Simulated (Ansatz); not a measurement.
# ZnS with Cu replacing Zn: a run for the field gradients

```yaml
crystal:
  lattice:
    - [7.624, 0.0, 0.0]
    - [-3.812, 6.6025776784, 0.0]
    - [0.0, 0.0, 18.68999]
  atoms:
    - { symbol: Zn, position: [0.0, 0.0, 0.0] }
    - { symbol: Zn, position: [0.0, 0.5, 0.0] }
    - { symbol: Zn, position: [0.5, 0.0, 0.0] }
    - { symbol: Zn, position: [0.5, 0.5, 0.0] }
    - { symbol: Zn, position: [0.0, 0.0, 0.5] }
    - { symbol: Zn, position: [0.0, 0.5, 0.5] }
    - { symbol: Zn, position: [0.5, 0.0, 0.5] }
    - { symbol: Zn, position: [0.5, 0.5, 0.5] }
    - { symbol: Zn, position: [0.1666666666, 0.3333333334, 0.16667] }
    - { symbol: Zn, position: [0.1666666666, 0.8333333334, 0.16667] }
    - { symbol: Zn, position: [0.6666666666, 0.3333333334, 0.16667] }
    - { symbol: Zn, position: [0.6666666666, 0.8333333334, 0.16667] }
    - { symbol: Zn, position: [0.3333333334, 0.1666666666, 0.66667] }
    - { symbol: Zn, position: [0.3333333334, 0.6666666666, 0.66667] }
    - { symbol: Zn, position: [0.8333333334, 0.1666666666, 0.66667] }
    - { symbol: Zn, position: [0.8333333334, 0.6666666666, 0.66667] }
    - { symbol: Cu, position: [0.3333333334, 0.1666666666, 0.33333] }
    - { symbol: Zn, position: [0.3333333334, 0.6666666666, 0.33333] }
    - { symbol: Zn, position: [0.8333333334, 0.1666666666, 0.33333] }
    - { symbol: Zn, position: [0.8333333334, 0.6666666666, 0.33333] }
    - { symbol: Zn, position: [0.1666666666, 0.3333333334, 0.83333] }
    - { symbol: Zn, position: [0.1666666666, 0.8333333334, 0.83333] }
    - { symbol: Zn, position: [0.6666666666, 0.3333333334, 0.83333] }
    - { symbol: Zn, position: [0.6666666666, 0.8333333334, 0.83333] }
    - { symbol: S, position: [0.0, 0.0, 0.125] }
    - { symbol: S, position: [0.0, 0.5, 0.125] }
    - { symbol: S, position: [0.5, 0.0, 0.125] }
    - { symbol: S, position: [0.5, 0.5, 0.125] }
    - { symbol: S, position: [0.0, 0.0, 0.625] }
    - { symbol: S, position: [0.0, 0.5, 0.625] }
    - { symbol: S, position: [0.5, 0.0, 0.625] }
    - { symbol: S, position: [0.5, 0.5, 0.625] }
    - { symbol: S, position: [0.1666666666, 0.3333333334, 0.29167] }
    - { symbol: S, position: [0.1666666666, 0.8333333334, 0.29167] }
    - { symbol: S, position: [0.6666666666, 0.3333333334, 0.29167] }
    - { symbol: S, position: [0.6666666666, 0.8333333334, 0.29167] }
    - { symbol: S, position: [0.3333333334, 0.1666666666, 0.79167] }
    - { symbol: S, position: [0.3333333334, 0.6666666666, 0.79167] }
    - { symbol: S, position: [0.8333333334, 0.1666666666, 0.79167] }
    - { symbol: S, position: [0.8333333334, 0.6666666666, 0.79167] }
    - { symbol: S, position: [0.3333333334, 0.1666666666, 0.45833] }
    - { symbol: S, position: [0.3333333334, 0.6666666666, 0.45833] }
    - { symbol: S, position: [0.8333333334, 0.1666666666, 0.45833] }
    - { symbol: S, position: [0.8333333334, 0.6666666666, 0.45833] }
    - { symbol: S, position: [0.1666666666, 0.3333333334, 0.95833] }
    - { symbol: S, position: [0.1666666666, 0.8333333334, 0.95833] }
    - { symbol: S, position: [0.6666666666, 0.3333333334, 0.95833] }
    - { symbol: S, position: [0.6666666666, 0.8333333334, 0.95833] }
total_charge: -1
kpoints:
  mp_grid: { grid: [3, 3, 1] }
scf:
  occupations: { method: fermi_dirac, width: 0.01 }
  mixing: { algorithm: anderson, beta: 0.001, ndim: 1 }
  max_iter: 60
hamiltonian:
  xc: pbe
  pseudopotentials: { kind: paw }
output:
  forces: true
  stress: true
  populations: true
  efg:
    quadrupole_moments_barn: { Zn: 0.122, Cu: -0.22, S: -0.0694 }
    contact_densities: true
```

```sh
ansatz run input.yaml --threads 1 --pin off --max-ram 3072MiB --backend cpu --events-out ev --progress --plain --runs-dir out
```

Question: Does this calculation finish, and if not, why?

Answer: The calculation stopped without meeting its thresholds. The input holds mixing far too weak. The program says:

```
Error: did not converge after 60 iterations: dr2 = 6.21e-1 (threshold 1.00e-7), under the density mixer `anderson`; raise `scf.max_iter`, which need not help a stalled SCF, or adjust the mixing (`scf.mixing`) or, under a smearing, its width (`scf.occupations.width`, in either direction: another width is another result); this SCF holds its density and magnetisation to the symmetry operations that it keeps, and cannot end on a state that breaks one of them: if the state sought breaks one, re-run with `crystal.symmetry.detect: false`, without `crystal.symmetry.time_reversal: true`, on a non-collinear deck whose state breaks time reversal, with `crystal.symmetry.time_reversal: false` beside it …
```

```
SCF iter   1: F=—  HF=-104643.410102 eV  |F-HF|=—  |Δ(HF+E_count)|=         —  Δρ=1.04e-2  dr2=7.60e-1  ethr=1.77e-3  ⟨swp⟩=7.3  Hψ=3514  notcnv=0  defer=29
preconditioner: auto → Resta (q_TF=auto, 2.404 Å⁻¹)  ε∞=6.9  [insulator: Δε(μ)=0.791 eV  Ē_g=10.372 eV  σ=0.010 eV  W_gap=1.00  n_scr=212 (ndim 1)  ℏωp=25.2 eV  f_vac=0.032  D(μ)=0.00/eV (n_scr^D=0)  ε∞_Penn≈6.9]
SCF iter   2: F=—  HF=-104643.410175 eV  |F-HF|=—  |Δ(HF+E_count)|=   7.37e-5  Δρ=1.05e-2  dr2=7.60e-1  ethr=1.73e-4  ⟨swp⟩=1.0  Hψ=927  notcnv=0  defer=67
SCF iter   3: F=—  HF=-104643.409246 eV  |F-HF|=—  |Δ(HF+E_count)|=   9.29e-4  Δρ=1.04e-2  dr2=7.57e-1  ethr=1.73e-4  ⟨swp⟩=1.0  Hψ=681  notcnv=0  defer=67
SCF iter   4: F=—  HF=-104643.408291 eV  |F-HF|=—  |Δ(HF+E_count)|=   9.54e-4  Δρ=1.04e-2  dr2=7.54e-1  ethr=1.72e-4  ⟨swp⟩=1.0  Hψ=681  notcnv=0  defer=67
SCF iter   5: F=—  HF=-104643.407349 eV  |F-HF|=—  |Δ(HF+E_count)|=   9.42e-4  Δρ=1.04e-2  dr2=7.52e-1  ethr=1.71e-4  ⟨swp⟩=1.0  Hψ=681  notcnv=0  defer=67
SCF iter   6: F=—  HF=-104643.406405 eV  |F-HF|=—  |Δ(HF+E_count)|=   9.45e-4  Δρ=1.04e-2  dr2=7.49e-1  ethr=1.71e-4  ⟨swp⟩=1.0  Hψ=681  notcnv=0  defer=67
SCF iter   7: F=—  HF=-104643.405474 eV  |F-HF|=—  |Δ(HF+E_count)|=   9.31e-4  Δρ=1.03e-2  dr2=7.46e-1  ethr=1.70e-4  ⟨swp⟩=1.0  Hψ=681  notcnv=0  defer=67
SCF iter   8: F=—  HF=-104643.404539 eV  |F-HF|=—  |Δ(HF+E_count)|=   9.34e-4  Δρ=1.03e-2  dr2=7.44e-1  ethr=1.70e-4  ⟨swp⟩=1.0  Hψ=681  notcnv=0  defer=67
SCF iter   9: F=—  HF=-104643.403611 eV  |F-HF|=—  |Δ(HF+E_count)|=   9.28e-4  Δρ=1.03e-2  dr2=7.41e-1  ethr=1.69e-4  ⟨swp⟩=1.0  Hψ=681  notcnv=0  defer=67
...
SCF iter  51: F=—  HF=-104643.368024 eV  |F-HF|=—  |Δ(HF+E_count)|=   7.73e-4  Δρ=9.44e-3  dr2=6.40e-1  ethr=1.46e-4  ⟨swp⟩=1.0  Hψ=681  notcnv=0  defer=72
SCF iter  52: F=—  HF=-104643.367257 eV  |F-HF|=—  |Δ(HF+E_count)|=   7.67e-4  Δρ=9.42e-3  dr2=6.38e-1  ethr=1.46e-4  ⟨swp⟩=1.0  Hψ=681  notcnv=0  defer=72
SCF iter  53: F=—  HF=-104643.366505 eV  |F-HF|=—  |Δ(HF+E_count)|=   7.52e-4  Δρ=9.40e-3  dr2=6.36e-1  ethr=1.45e-4  ⟨swp⟩=1.0  Hψ=681  notcnv=0  defer=72
SCF iter  54: F=—  HF=-104643.365749 eV  |F-HF|=—  |Δ(HF+E_count)|=   7.56e-4  Δρ=9.38e-3  dr2=6.34e-1  ethr=1.45e-4  ⟨swp⟩=1.0  Hψ=681  notcnv=0  defer=72
SCF iter  55: F=—  HF=-104643.364973 eV  |F-HF|=—  |Δ(HF+E_count)|=   7.76e-4  Δρ=9.36e-3  dr2=6.32e-1  ethr=1.44e-4  ⟨swp⟩=1.0  Hψ=681  notcnv=0  defer=72
SCF iter  56: F=—  HF=-104643.364223 eV  |F-HF|=—  |Δ(HF+E_count)|=   7.50e-4  Δρ=9.34e-3  dr2=6.30e-1  ethr=1.44e-4  ⟨swp⟩=1.0  Hψ=681  notcnv=0  defer=72
SCF iter  57: F=—  HF=-104643.363473 eV  |F-HF|=—  |Δ(HF+E_count)|=   7.50e-4  Δρ=9.32e-3  dr2=6.27e-1  ethr=1.43e-4  ⟨swp⟩=1.0  Hψ=681  notcnv=0  defer=72
SCF iter  58: F=—  HF=-104643.361909 eV  |F-HF|=—  |Δ(HF+E_count)|=   1.56e-3  Δρ=9.30e-3  dr2=6.25e-1  ethr=1.43e-4  ⟨swp⟩=10.7  Hψ=3268  notcnv=0
SCF iter  59: F=—  HF=-104643.361159 eV  |F-HF|=—  |Δ(HF+E_count)|=   7.50e-4  Δρ=9.28e-3  dr2=6.23e-1  ethr=1.42e-4  ⟨swp⟩=1.0  Hψ=1497  notcnv=0
SCF iter  60: F=—  HF=-104643.359676 eV  |F-HF|=—  |Δ(HF+E_count)|=   1.48e-3  Δρ=9.27e-3  dr2=6.21e-1  ethr=1.42e-4  ⟨swp⟩=2.0  Hψ=1866  notcnv=0
```

Against a sound input the change was `scf.mixing`: not typed → {algorithm: anderson, beta: 0.001, ndim: 1}; `scf.max_iter`: not typed → 60.

With the sound settings the run converges and gives V_zz (10²¹ V/m²) Zn1 -0.93 (η 0.04), Zn2 -1.19 (η 0.00), Zn5 -1.22 (η 0.85), Zn6 0.86 (η 0.00), Zn9 -1.42 (η 0.28), Zn12 -0.57 (η 0.00), among others; a site carries the number of its first atom in the input. The defect repeats with the cell of 48 atoms, so it feels its images: sites between two images don't show the values beside a lone defect, and zeros or small values of η there can come from the images' arrangement. S and Zn carry a gradient in the pure host already, so the values there aren't the defect's effect alone. A uniform background compensates the cell's charge. With a gap of 0.5 eV on this mesh, small gradients can still move by 0.1 × 10²¹ V/m² or more as the k-mesh gets denser. The neighbours have not yet relaxed around the defect (largest force 0.57 eV/Å), so a real crystal will differ.
